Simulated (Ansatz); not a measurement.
ScAl3 (Cu3Au type)

```
CELL_PARAMETERS angstrom
      4.10550     0.00000     0.00000
      0.00000     4.10550     0.00000
      0.00000     0.00000     4.10550
ATOMIC_POSITIONS crystal
  Al 0.00000 0.50000 0.50000
  Al 0.50000 0.50000 0.00000
  Al 0.50000 0.00000 0.50000
  Sc 0.00000 0.00000 0.00000
```

The slice is a {100} plane (indices of the conventional cell) through the point (0.500, 0.000, 0.500) (fractional), spanned by u = [100] and v = [010] in vectors of this cell: u (4.11 Å) and v (4.11 Å, at 90° to u). It covers one period; positions are fractions (u, v).

These are PBE (plane waves to 420 eV, PAW, scalar-relativistic; Ansatz, a program for electronic structure) values and carry that method's errors. k mesh 11×11×11. Near the nuclei the fields are pseudised (PAW); where an atom keeps semicore shells as valence, they peak there. ScAl3 is run without spin polarisation. ScAl3 was relaxed with its symmetry unable to fall.

Task: What is the valence density on the shortest Al–Al line in this plane (2.90 Å), at its midpoint?

Result: 0.20 e/Å³.

Task: What is the ELF at the midpoint of the shortest Al–Al line in this plane (2.90 Å)?

Result: 0.69.

Task: The ELF has a maximum in the middle third of the Al–Al line. Where, and how high?

Result: 0.70, 1.2 Å from Al.

Task: Predict the map of the electron localisation function (ELF) on the slice.

Result: 
```
v \ u  0.00  0.14  0.29  0.43  0.57  0.71  0.86
-----  ----  ----  ----  ----  ----  ----  ----
0.86   0.07  0.52  0.70  0.59  0.59  0.70  0.52
0.71   0.37  0.53  0.69  0.65  0.65  0.69  0.53
0.57   0.15  0.29  0.44     x     x  0.44  0.29
0.43   0.15  0.29  0.44     x     x  0.44  0.29
0.29   0.37  0.53  0.69  0.65  0.65  0.69  0.53
0.14   0.07  0.52  0.70  0.59  0.59  0.70  0.52
0.00      x  0.11  0.66  0.44  0.44  0.66  0.11
```

Values: electron localisation function (ELF). Points within 0.5 Å of a nucleus are blanked (x), as the pseudised field means little there.
